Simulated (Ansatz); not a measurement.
CoAs3:
```yaml
crystal:
  lattice:
    - [-4.07541, 4.07541, 4.07541]
    - [4.07541, -4.07541, 4.07541]
    - [4.07541, 4.07541, -4.07541]
  atoms:
    - { symbol: Co, position: [0.50000, 0.00000, 0.00000] }
    - { symbol: Co, position: [0.00000, 0.50000, 0.00000] }
    - { symbol: Co, position: [0.50000, 0.50000, 0.50000] }
    - { symbol: Co, position: [0.00000, 0.00000, 0.50000] }
    - { symbol: As, position: [0.49319, 0.34088, 0.15231] }
    - { symbol: As, position: [0.50681, 0.65912, 0.84769] }
    - { symbol: As, position: [0.18857, 0.34088, 0.84769] }
    - { symbol: As, position: [0.81143, 0.65912, 0.15231] }
    - { symbol: As, position: [0.15231, 0.49319, 0.34088] }
    - { symbol: As, position: [0.84769, 0.50681, 0.65912] }
    - { symbol: As, position: [0.84769, 0.18857, 0.34088] }
    - { symbol: As, position: [0.15231, 0.81143, 0.65912] }
    - { symbol: As, position: [0.34088, 0.15231, 0.49319] }
    - { symbol: As, position: [0.65912, 0.84769, 0.50681] }
    - { symbol: As, position: [0.34088, 0.84769, 0.18857] }
    - { symbol: As, position: [0.65912, 0.15231, 0.81143] }
```

Relaxed with PBEsol. Special points in fractions of this cell's reciprocal vectors: Γ (0.000, 0.000, 0.000); H (0.500, -0.500, 0.500); N (0.000, 0.000, 0.500); P (0.250, 0.250, 0.250).

**Question.** List the band energies nearest the Fermi level at these points for PBEsol with spin–orbit coupling in the plane-wave PAW code Ansatz.

**Answer.** In eV from the Fermi level; about four levels below and three above (degenerate sets whole), none deeper than 8.9 eV; points with the same levels are listed once.

| k | below | above |
|---|---|---|
| Γ | -1.31 -1.31 -1.31 -1.31 -1.08 -1.08 | 0.02 0.02 0.02 0.02 |
| H | -1.75 -1.75 -1.75 -1.75 -1.68 -1.68 | 0.30 0.30 0.34 0.34 0.34 0.34 |
| N | -1.12 -1.12 -1.08 -1.08 | 0.44 0.44 0.59 0.59 |
| P | -1.17 -1.17 -1.17 -1.17 -0.91 -0.91 | 0.49 0.49 1.13 1.13 1.13 1.13 1.13 1.13 |

Space group Im-3. The first step of the workflow began from a Materials Project structure, measured or hypothetical; the Crystallography Open Database files this formula in space group No. 204, but the cells were not matched. Whether it is the stable phase at ambient conditions was not checked. Symmetry was held in the PBEsol relaxation; whether a distortion lowers the energy is not shown. No spin polarisation was allowed. The Fermi level of a semimetal is unsure by some 0.05 eV on such meshes.

Potentials: the later of the program's two PAW sets.
